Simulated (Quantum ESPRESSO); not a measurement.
# Band energies of CsBr

```
CELL_PARAMETERS angstrom
      4.23923     0.00000     0.00000
      0.00000     4.23923     0.00000
      0.00000     0.00000     4.23923
ATOMIC_POSITIONS crystal
  Br 0.50000 0.50000 0.50000
  Cs 0.00000 0.00000 0.00000
```

PBEsol (Quantum ESPRESSO, PseudoDojo norm-conserving, 50 Ry, with spin-orbit coupling); path ΓXMΓRX,MR; energies in eV from the valence-band maximum.

| k (1/Å) | point | band 16 | band 17 | band 18 | band 19 | band 20 | band 21 | band 22 | band 23 |
|---|---|---|---|---|---|---|---|---|---|
| 0.00 | Γ | 0.00 | 4.27 | 4.27 | 4.58 | 4.58 | 4.58 | 4.58 | 9.01 |
| 0.25 |  | -0.07 | 4.76 | 4.76 | 4.96 | 4.96 | 5.22 | 5.22 | 8.82 |
| 0.62 |  | -0.26 | 5.53 | 5.53 | 6.93 | 6.93 | 7.34 | 7.34 | 8.03 |
| 0.74 | X | -0.28 | 5.66 | 5.66 | 7.18 | 7.18 | 7.59 | 7.59 | 7.81 |
| 0.95 |  | -0.29 | 5.78 | 5.78 | 6.81 | 6.81 | 7.16 | 7.16 | 8.26 |
| 1.27 |  | -0.20 | 5.22 | 5.22 | 5.50 | 5.50 | 7.26 | 7.26 | 7.29 |
| 1.48 | M | -0.15 | 4.97 | 4.97 | 5.21 | 5.21 | 6.99 | 6.99 | 7.03 |
| 1.59 |  | -0.16 | 5.03 | 5.03 | 5.29 | 5.29 | 7.04 | 7.04 | 7.11 |
| 1.90 |  | -0.23 | 5.49 | 5.49 | 5.95 | 5.95 | 7.50 | 7.50 | 7.54 |
| 2.22 |  | -0.12 | 5.04 | 5.04 | 5.23 | 5.23 | 5.43 | 5.43 | 8.40 |
| 2.53 | Γ | 0.00 | 4.27 | 4.27 | 4.58 | 4.58 | 4.58 | 4.58 | 9.01 |
| 2.83 |  | -0.15 | 5.16 | 5.16 | 5.16 | 5.16 | 5.18 | 5.18 | 8.47 |
| 3.02 |  | -0.39 | 6.03 | 6.03 | 6.10 | 6.10 | 6.14 | 6.14 | 7.90 |
| 3.32 |  | -0.73 | 6.53 | 6.53 | 7.24 | 7.24 | 7.42 | 7.42 | 7.75 |
| 3.62 |  | -1.20 | 7.36 | 7.36 | 7.88 | 7.88 | 8.06 | 8.06 | 8.64 |
| 3.81 | R | -1.37 | 8.12 | 8.12 | 8.30 | 8.30 | 8.30 | 8.30 | 8.57 |
| 3.91 |  | -1.33 | 7.96 | 7.96 | 8.04 | 8.04 | 8.24 | 8.24 | 8.64 |
| 4.19 |  | -0.80 | 6.66 | 6.66 | 6.83 | 6.83 | 7.58 | 7.58 | 8.01 |
| 4.48 |  | -0.33 | 6.35 | 6.35 | 6.41 | 6.41 | 6.63 | 6.63 | 7.78 |
| 4.77 |  | -0.28 | 5.70 | 5.70 | 7.15 | 7.15 | 7.42 | 7.42 | 7.79 |
| 4.86 | X | -0.28 | 5.66 | 5.66 | 7.18 | 7.18 | 7.59 | 7.59 | 7.81 |
| 4.86 | M | -0.15 | 4.97 | 4.97 | 5.21 | 5.21 | 6.99 | 6.99 | 7.03 |
| 4.97 |  | -0.23 | 5.11 | 5.11 | 5.36 | 5.36 | 7.02 | 7.02 | 7.06 |
| 5.29 |  | -0.97 | 6.86 | 6.86 | 7.00 | 7.00 | 7.51 | 7.51 | 7.53 |
| 5.60 | R | -1.37 | 8.12 | 8.12 | 8.30 | 8.30 | 8.30 | 8.30 | 8.57 |

The PBEsol gap is direct, 4.27 eV at Γ.

Geometry relaxed with PBEsol.
